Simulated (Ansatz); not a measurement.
input.yaml (Ansatz)

```yaml
crystal:
  lattice:
    - [0.0, 2.8560465563, 2.8560465563]
    - [2.8560465563, 0.0, 2.8560465563]
    - [2.8560465563, 2.8560465563, 0.0]
  atoms:
    - { symbol: W, position: [0.125, 0.125, 0.125] }
    - { symbol: W, position: [0.875, 0.875, 0.875] }
hamiltonian:
  xc: lda
  pseudopotentials:
    kind: paw_fr
    azcp:
      W: "pseudopotentials/W.paw.azcp"
basis:
  ecutwfc: 420
  fft_grid_basis: typed
kpoints:
  mp_grid: { grid: [10, 10, 10], shift: [0, 0, 0] }
magnetization:
  noncollinear: true
  spin_orbit: true
scf:
  occupations: { method: fermi_dirac, width: 0.1 }
output:
  write_density: true
  write_potential: true
  elf: true
  volumetric_format: npy
```

Output

```
Warning: the record states the generating functional pbe (its physics header spells it `PBE`), which answers neither for hamiltonian.xc's functional nor for the lda family's — results may be inconsistent (PPs are generated against a specific XC)
Engine: ansatz 0.2.0, aarch64-unknown-linux-gnu
Pseudopotentials: kind: paw_fr
Pseudopotential: W, paw_fr, valence charge 14, recommended cutoff 420 eV (normal) 
Functional definition: SPW92
  exchange = slater_x
  correlation = pw_c
non-collinear run that drives no moment, with spin-orbit: no starting moment large enough to seed its density (crystal.atoms[].spin), no starting occupations that ask for one, no magnetisation constraint and no magnetic field, so the semilocal B_xc is pinned to zero
Crystal: 2 atoms, lattice volume = 46.594 Å³
Basis set: ecut = 420 eV, 941 PW (Γ)
Bands: 36, of which v1, the nominal top of the filled ones, is band 28 counted from 1 (27 counted from 0)
Symmetry: 48 space group operations + 48 with time reversal
Magnetic group: BNS 227.129 (UNI 1631), of the structure as read, at distance tolerance 3.6e-5 Å
k-points: 47 of 1000
Projection manifold: j_resolved (fully-relativistic pseudo-atomic orbitals)
Non-local potential: W, projectors of the file, l = 0: 3, l = 1: 4, l = 2: 4, l = 3: 2
PAW form: soft (Blöchl's): semilocal exchange-correlation on the pseudo side does not see the compensation charge
PAW frozen core: W, regenerated for the run's functional, and the local potential with it (the file was generated under x = pbe(κ = 0.804, μ = 0.2195149727645171), c = pbe(β = 0.06672455060314922))
PAW one-centre angular grid: W, 590 points (default); XC on 64 Gauss nodes
Initial density: superposition of atomic densities (chi_scale 0.1, normalization cell)
Initial wavefunctions: pseudopotential atomic-orbital guess
Functional: x = slater, c = lda
SCF iter   1: F=—  HF=-20301.770469 eV  |F-HF|=—  |Δ(HF+E_count)|=         —  Δρ=5.04e-2  dr2=1.04e0  dr2_m=0.00e0 (ungated)  ethr=3.10e-3  |M|=0.00e0 ∫|m|=0.00e0 μB  |m|>n=0.0e0 m-floor=0.0e0 τ_xc=0.0e0  β_m=0.30  ⟨swp⟩=6.0  Hψ=3945  notcnv=0
spin=Noncollinear: Kerker preconditioning applied to the charge; magnetization (m_x, m_y, m_z) channels mix plain (no charge-response kernel on spin).
SCF iter   2: F=—  HF=-20301.635652 eV  |F-HF|=—  |Δ(HF+E_count)|=   1.35e-1  Δρ=3.84e-2  dr2=6.33e-1  dr2_m=0.00e0 (ungated)  ethr=3.10e-3  |M|=0.00e0 ∫|m|=0.00e0 μB  |m|>n=0.0e0 m-floor=0.0e0 τ_xc=0.0e0  β_m=0.65  ⟨swp⟩=1.0  Hψ=1034  notcnv=0
SCF iter   3: F=—  HF=-20301.415283 eV  |F-HF|=—  |Δ(HF+E_count)|=   2.20e-1  Δρ=4.59e-3  dr2=7.06e-3  dr2_m=0.00e0 (ungated)  ethr=2.26e-3  |M|=0.00e0 ∫|m|=0.00e0 μB  |m|>n=0.0e0 m-floor=0.0e0 τ_xc=0.0e0  β_m=0.82  ⟨swp⟩=2.0  Hψ=1314  notcnv=0
SCF iter   4: F=—  HF=-20301.415822 eV  |F-HF|=—  |Δ(HF+E_count)|=   5.39e-4  Δρ=1.65e-3  dr2=1.51e-3  dr2_m=0.00e0 (ungated)  ethr=2.52e-5  |M|=0.00e0 ∫|m|=0.00e0 μB  |m|>n=0.0e0 m-floor=0.0e0 τ_xc=0.0e0  β_m=0.91  ⟨swp⟩=1.0  Hψ=942  notcnv=0  defer=2
SCF iter   5: F=—  HF=-20301.415837 eV  |F-HF|=—  |Δ(HF+E_count)|=   1.48e-5  Δρ=2.44e-4  dr2=2.35e-5  dr2_m=0.00e0 (ungated)  ethr=5.41e-6  |M|=0.00e0 ∫|m|=0.00e0 μB  |m|>n=0.0e0 m-floor=0.0e0 τ_xc=0.0e0  β_m=0.96  ⟨swp⟩=1.0  Hψ=846  notcnv=0  defer=2
SCF iter   6: F=—  HF=-20301.415853 eV  |F-HF|=—  |Δ(HF+E_count)|=   1.59e-5  Δρ=4.83e-5  dr2=7.37e-7  dr2_m=0.00e0 (ungated)  ethr=8.39e-8  |M|=0.00e0 ∫|m|=0.00e0 μB  |m|>n=0.0e0 m-floor=0.0e0 τ_xc=0.0e0  β_m=0.98  ⟨swp⟩=2.0  Hψ=1126  notcnv=0  defer=2
SCF iter   7: F=-20301.415854 eV  HF=-20301.415854 eV  |F-HF|=1.66e-8  |Δ(HF+E_count)|=   6.10e-7  Δρ=6.96e-6  dr2=1.23e-8  dr2_m=0.00e0 (ungated)  ethr=3.57e-10  |M|=0.00e0 ∫|m|=0.00e0 μB  |m|>n=0.0e0 m-floor=0.0e0 τ_xc=0.0e0  ⟨swp⟩=4.9  Hψ=2633  notcnv=0
SCF 1 converged in 7 iterations: F = -20301.415854 eV  dr2 = 1.23e-8
SCF converged after 7 iterations
Magnetization: |M| = 0.0000 μB,  M = (+0.0000, +0.0000, +0.0000) μB
Absolute magnetization: 0.0000 μB (∫|m|)
  site 0: m = (+0.0000, +0.0000, +0.0000) μB, |m| = 0.0000 μB  (R = 1.02 Å)
  site 1: m = (+0.0000, +0.0000, +0.0000) μB, |m| = 0.0000 μB  (R = 1.02 Å)
Free energy (F): -20301.415854 eV
Harris-Foulkes:  -20301.415854 eV  (|F-HF|=1.66e-8)
Internal energy: -20301.323365 eV  (E = F + TS)
E sigma→0 (E₀):  -20301.369609 eV
Entropy (-TS):   -0.092489 eV (-46.244 meV/atom)
Fermi energy:    13.099432 eV
--- Per-component energies (eV) ---
  E_band       = -399.511273
  E_kinetic    = 896.502414
  E_local      = -2152.165385  (includes V_loc(G=0)·N_el)
  E_nonlocal   = 13.956812
  E_hartree    = 786.213523
  E_xc         = -524.164287
  E_vxc        = -470.941596  (∫ρ·V_xc dr)
  E_paw        = -16660.648796  (= ΣΔE_a)
  E_vpaw       = -259.288986  (= ΣTr[D̂ρ^β])
  E_aug_tail   = -0.000128  (compensation charges beyond the density's cutoff)
  E_ewald      = -2661.603057
  E_core_change = 0.585538  (= ΣΔE_core)
  E_smearing   = -0.092489  (= −TS)
  E_closure    = 0.000000  (closes the sum)
  Σ components = -20301.415854   (vs F -20301.415854, Δ=0.00e0)
--- Band table (eV; the first three rows and the last of 47) ---
  k-point 0: bands = ["-59.7692", "-59.7692", "-59.3666", "-59.3666", "-31.5108", "-31.5108", "-30.7786", "-30.7786", "-21.9776", "-21.9776", "-21.9776", "-21.9776", "-20.7320", "-20.7320", "-20.7320", "-20.7320", "6.7705", "6.7705", "11.0089", "11.0089", "11.0089", "11.0089", "11.9022", "11.9022", "11.9814", "11.9814", "11.9814", "11.9814", "14.4817", "14.4817", "14.8334", "14.8334", "14.8334", "14.8334", "18.7695", "18.7695"]
  k-point 1: bands = ["-59.7620", "-59.7620", "-59.3741", "-59.3741", "-31.4992", "-31.4992", "-30.7942", "-30.7942", "-21.9929", "-21.9929", "-21.9471", "-21.9471", "-20.7599", "-20.7599", "-20.7151", "-20.7151", "6.9558", "6.9558", "10.9143", "10.9143", "10.9227", "10.9227", "11.9211", "11.9211", "12.1084", "12.1084", "12.1508", "12.1508", "14.3221", "14.3221", "14.6409", "14.6409", "14.8139", "14.8139", "18.7328", "18.7328"]
  k-point 2: bands = ["-59.7417", "-59.7417", "-59.3952", "-59.3952", "-31.4662", "-31.4662", "-30.8375", "-30.8375", "-22.0310", "-22.0310", "-21.8600", "-21.8600", "-20.8400", "-20.8400", "-20.6729", "-20.6729", "7.4824", "7.4824", "10.8083", "10.8083", "10.8349", "10.8349", "11.8484", "11.8484", "12.3600", "12.3600", "12.3780", "12.3780", "13.6731", "13.6731", "14.5752", "14.5752", "14.8677", "14.8677", "18.5984", "18.5984"]
  k-point 46: bands = ["-59.5701", "-59.5701", "-59.5700", "-59.5700", "-31.1854", "-31.1854", "-31.1584", "-31.1584", "-22.0903", "-22.0903", "-21.4591", "-21.4591", "-21.2153", "-21.2153", "-20.5943", "-20.5943", "9.9705", "9.9705", "10.0919", "10.0919", "11.4421", "11.4421", "11.4553", "11.4553", "12.8028", "12.8028", "12.9786", "12.9786", "13.4705", "13.4705", "13.6521", "13.6521", "17.7020", "17.7020", "17.7954", "17.7954"]
```

Launched by

```sh
ansatz run input.yaml --threads 2 --pin off --max-ram 5120MiB --backend cpu --events-out ev --progress --plain --runs-dir out
```

On 2 threads of Arm Neoverse V2 (shared host) this took about 6.8 s of wall time and 13 s of CPU time.
